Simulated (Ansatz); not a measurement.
The calculation used Ansatz 0.2.0, DFT PBE, scalar-relativistic, plane waves, PAW. Settings: cutoff 420 eV, Γ-centred meshes spaced at most about 0.3 Å⁻¹, and about 0.25 Å⁻¹ or finer for metals (2π included), Gaussian smearing. No spin polarisation in the final relaxations.

These are static total energies at zero pressure. All come from trial cells, and lower structures may exist.

**Question.** These unrelaxed guesses for ZnSe₃ are each relaxed within their symmetry. Order them by the energy at which they end, lowest first.
A.

```xyz
8
Lattice="6.2337 0.0000 0.0000 -3.1168 5.3985 0.0000 0.0000 0.0000 6.0101" Properties=species:S:1:pos:R:3 pbc="T T T"
Zn    0.0000    3.5990    4.5076
Zn    3.1168    1.7995    1.5025
Se    3.1168    3.9431    1.5025
Se    1.2604    0.7277    1.5025
Se    4.9733    0.7277    1.5025
Se    0.0000    1.4554    4.5076
Se    1.8564    4.6708    4.5076
Se   -1.8564    4.6708    4.5076
```

B.

```xyz
4
Lattice="0.0000 3.9602 3.9602 3.9602 0.0000 3.9602 3.9602 3.9602 0.0000" Properties=species:S:1:pos:R:3 pbc="T T T"
Zn    3.9602    3.9602    3.9602
Se    0.0000    0.0000    0.0000
Se    1.9801    1.9801    1.9801
Se    5.9404    5.9404    5.9404
```

C.

```xyz
4
Lattice="4.5692 0.0000 0.0000 0.0000 4.5692 0.0000 0.0000 0.0000 4.5692" Properties=species:S:1:pos:R:3 pbc="T T T"
Zn    0.0000    0.0000    0.0000
Se    2.2846    0.0000    2.2846
Se    0.0000    2.2846    2.2846
Se    2.2846    2.2846    0.0000
```

**Answer.** A (ends in P6_3/mmc, 0 meV/atom), B (ends in Fm-3m, BiF3 (D0_3) type, 0.36 eV/atom), C (ends in Pm-3m, 0.43 eV/atom). Even the lowest end lies +0.06 eV/atom against the elements.

A magnetic state wasn't ruled out in cells without spin, among them Fm-3m, Pm-3m. Cells relaxed within their symmetry can be saddle points. Some candidate types were left out of the draw beforehand, so a known form may be missing.
